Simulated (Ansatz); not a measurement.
Values for one crystal, relaxed and computed with PBEsol in the plane-wave PAW code Ansatz; other levels are named.

* **Volume per atom**: 13.70 Å³
* **Band gap**: 3.59 eV (indirect)
* **Hill bulk and shear moduli**: 159 and 81.8 GPa
* **Pressure derivative B′**: 4.1
* **Elastic constants (relaxed ions, GPa)**: C11 = 272, C22 = 287, C33 = 315, C12 = 70.7, C13 = 117, C23 = 95.4, C44 = 77.2, C55 = 66.6, C66 = 74.8
* **Electron effective mass with spin–orbit coupling**: 0.41, 0.49, 2.4 mₑ (principal values)
* **Poisson's ratio**: 0.28

### Question
Pick the material that matches.
A) SiO2, P3_221 (Si on 3a, O on 6c)
B) NaTaO3, Pnma (Na on 4c, Ta on 4b, O on 8d, O on 4c)
C) SrZrO3, Imma (Sr on 4e, Zr on 4a, O on 4e, O on 8g)
D) Zn3InGaO6, R3m (Pearson symbol hR11)

### Answer
C, SrZrO3, Imma (Sr on 4e, Zr on 4a, O on 4e, O on 8g)

The workflow started from a Materials Project entry (that database holds measured and hypothetical structures alike); the Crystallography Open Database copy checked does not list it. COD files the formula under space group No. 62, 63, 221. Its standing as an ambient phase is unchecked. The cell was relaxed with PBEsol under the symmetry of its start; its stability against distortions is not shown here. No spin polarisation was allowed. Scalar-relativistic: spin–orbit coupling is off unless named, which matters more the heavier the elements.

Potentials: the later of the program's two PAW sets.
